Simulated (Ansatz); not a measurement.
The elements of this relaxed trial crystal are hidden behind letters.

```
lattice vectors (Å)
  -2.8664    2.8664    5.7332
   2.8664   -2.8664    5.7332
   2.8664    2.8664   -5.7332
fractional positions
X 0.0000 0.0000 0.0000
X 0.2500 0.7500 0.5000
X 0.7500 0.2500 0.5000
Z 0.5000 0.5000 0.0000
Q 0.1238 0.1238 0.4985
Q 0.3747 0.8762 0.0000
Q 0.6253 0.6253 0.5015
Q 0.8762 0.3747 0.0000
```

Computed with DFT PBE, scalar-relativistic, plane waves, PAW (Ansatz). Settings of the last relaxation (8-atom cell): 420 eV, 8×8×8 k points, Gaussian smearing of 0.02 eV, no spin polarisation.

* Space group: I-42m (No. 121)
* Conventional cell: a = 5.733 Å, c = 11.466 Å
* Volume per atom: 23.55 Å³
* Density: 3.97 g/cm³
* Energy over the elements: −0.451 eV/atom
* Gap on the 8×8×8 mesh of the 8-atom cell: 1.33 eV

Energies are uncorrected and count from the elements' standard states at the same level.

**Question.** X is a p-block element of period 3, Z is a p-block element of period 4 and Q is a p-block element of period 4. Which elements are they?

**Answer.** X = Al, Z = Ga, Q = As, so the formula is Al3GaAs4. Density times volume gives a mean mass of 3.97 × 23.55/1.6605 = 56.3 u per atom, and this set has 56.3 u. Around Al on a site of symmetry -42m lie 4 As at 2.48 Å; around Ga lie 4 As at 2.49 Å; around As lie 3 Al at 2.48 Å and 1 Ga at 2.49 Å; 1 more site not described. Other sets within the hints have nearly the same mass, so mass alone doesn't settle it; this one was computed.

Kohn–Sham gaps at this level usually fall short of measured ones. Symmetry constrained the relaxation, so the result can be a saddle point.
